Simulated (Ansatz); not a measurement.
Ni3Sn:
```xyz
4
Lattice="3.6381 0.0000 0.0000 0.0000 3.6381 0.0000 0.0000 0.0000 3.6381" Properties=species:S:1:pos:R:3 pbc="T T T"
Ni     0.0000     1.8191     1.8191
Ni     1.8191     0.0000     1.8191
Ni     1.8191     1.8191     0.0000
Sn     0.0000     0.0000     0.0000
```

This is the LDA-relaxed structure.

All from the program Ansatz at the LDA level (PAW), unless another level is named. Predict the density of states at the Fermi level.

0.42 states/eV per atom (mean over ±0.08 eV).

What about the formation energy from the elements (no fitted shifts)?

-228 meV/atom.

Space group Pm-3m (Cu3Au type). The workflow started from a Materials Project entry (that database holds measured and hypothetical structures alike); the Crystallography Open Database files this formula in space group No. 221, but the cells were not matched. Whether it is the stable phase at ambient conditions was not checked. Symmetry was held in the LDA relaxation; of distortions, only those at the zone centre were tested. The run is not spin-polarised. The references are the lowest solids computed at this level, not always the standard phases. Spin–orbit coupling is left out wherever it is not named.

Potentials: the later of the program's two PAW sets.
